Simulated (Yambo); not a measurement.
G0W0@PBEsol for GaAl3N4 (space group Pm, No. 6) in Yambo (2×4×2 mesh, 8 Ry block, plasmon pole, screening fixed), without a terminator:

| bands N in G | gap Γ → Γ (eV) | shift of the valence edge (eV) |
|---|---|---|
| 63 | 4.559 | 0.127 |
| 105 | 4.649 | -0.195 |
| 162 | 4.696 | -0.378 |

**Question.** Extrapolate both columns to infinite N with E(N) = E∞ + A/N, test the form, and compare with the terminator.

**Answer.** From two points, E∞ = (N2 E2 − N1 E1)/(N2 − N1). The two largest N give 4.78 eV for the gap and -0.72 eV for the shift; the two smallest give 4.78 eV and -0.68 eV. For the gap the slopes A are -14 and -14 eV: the 1/N form holds. For the shift the slopes A are 51 and 55 eV: the 1/N form holds. With the Bruneval-Gonze terminator and 162 bands the run gives 4.76 eV and -0.57 eV, 0.02 eV and 0.14 eV from the extrapolated values: the terminator too is an estimate of the remainder. Block, mesh and the bands in W are held fixed.

The standard potential for Ga keeps a d shell in the valence without the s and p states of that shell. In tests on such compounds this moved G0W0 gaps by up to about 0.9 eV, so absolute quasiparticle energies here are unreliable; differences between settings are what counts.

Spin-orbit coupling is not included.

Geometry of the Materials Project entry, not relaxed at this level; primitive cell a = 5.038 Å, b = 3.125 Å, c = 5.411 Å, α = γ = 90.00°, β = 90.04°.

The structure is a Materials Project entry; no match was found in the copy of COD used, and its stability was not checked.

A shift is the quasiparticle energy of the state minus its PBEsol energy.
